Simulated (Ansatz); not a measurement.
Relaxed candidate structures of GaPt:

**A**
```
CELL_PARAMETERS angstrom
      4.40054     0.00000     0.00000
     -2.20027     3.81098     0.00000
      0.00000     0.00000     5.08205
ATOMIC_POSITIONS crystal
  Ga 0.00000 0.00000 0.74612
  Ga 0.00000 0.00000 0.25388
  Pt 0.33333 0.66667 0.00000
  Pt 0.66667 0.33333 0.00000
```

**B**
```
CELL_PARAMETERS angstrom
      5.43950     0.00000     0.00000
     -2.71975     4.71074     0.00000
      0.00000     0.00000     4.25734
ATOMIC_POSITIONS crystal
  Pt 0.00000 0.50000 0.00000
  Pt 0.50000 0.00000 0.00000
  Pt 0.50000 0.50000 0.00000
  Ga 0.66667 0.33333 0.50000
  Ga 0.33333 0.66667 0.50000
  Ga 0.00000 0.00000 0.00000
```

**C**
```xyz
8
Lattice="1.6354 -4.6191 0.0000 1.6354 4.6191 0.0000 0.0000 0.0000 8.6934" Properties=species:S:1:pos:R:3 pbc="T T T"
Ga     1.6354    -4.4814     1.1900
Ga     1.6354     4.4814     5.5367
Ga     1.6354    -2.8529     3.2534
Ga     1.6354     2.8529     7.6001
Pt     1.6354     1.8708     5.2552
Pt     1.6354     0.3261     7.7451
Pt     1.6354    -0.3261     3.3984
Pt     1.6354    -1.8708     0.9085
```

Task: Put the candidates in order of energy per atom, lowest first, for PBE (plane waves to 420 eV, PAW, scalar-relativistic; Ansatz, a program for electronic structure).

Result: B (reference, the lowest among the structures calculated here), C (+0.03 eV/atom), A (+0.50 eV/atom)

Probably no minimum, since a slightly shaken restart fell lower: P6/mmm, hP4 (by 0.47 eV/atom, to Cmc2₁). Each run could gain symmetry but not lose that of its start, so entries can be saddle points. All of these are generated cells (placed on structure types, drawn at random, substituted or restacked) that were not matched to a known phase here. The real structure of this composition may not be among these, and whether this composition forms is not checked here. Energies are at zero temperature and pressure, without zero-point motion. No spin polarisation in the result.
